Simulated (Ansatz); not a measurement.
Al₄Ni₃Pd: stable or not

The cell was found from a structure generator's guess, not taken from experiment.

Method: Ansatz, DFT PBE, scalar-relativistic, plane waves, PAW. Plane waves to 420 eV, a 10×10×6 mesh through Γ for the 8-atom cell and 0.10 eV Gaussian smearing; no spin polarisation.

```
Al Ni Pd
1.0
     4.14396    0.00000    0.00000
     0.00000    4.14396    0.00000
     0.00000    0.00000    5.94591
Al Ni Pd
4 3 1
Cartesian
  2.0720 0.0000 4.3952
  2.0720 0.0000 1.5507
  0.0000 2.0720 4.3952
  0.0000 2.0720 1.5507
  0.0000 0.0000 2.9730
  0.0000 0.0000 0.0000
  2.0720 2.0720 2.9730
  2.0720 2.0720 0.0000
```

The zero of energy is the elements' standard structures at the same level; no fitted shifts are applied.

Problem. These tests were run: energy against the elements; phonons on a 2×2×1 q mesh. What do they show?

Solution.

```
                       test                         result
energy against the elements                  −0.68 eV/atom
  phonons on a 2×2×1 q mesh  no imaginary mode on the mesh
```

It fails none of these tests. Whether a mixture of other phases lies lower isn't tested here.

Trial moments died out on the coarse mesh, so the last step has no spin; another magnetic start might hold. The run for the phonons used a 10×10×6 k mesh and Fermi–Dirac smearing of 0.15 eV.
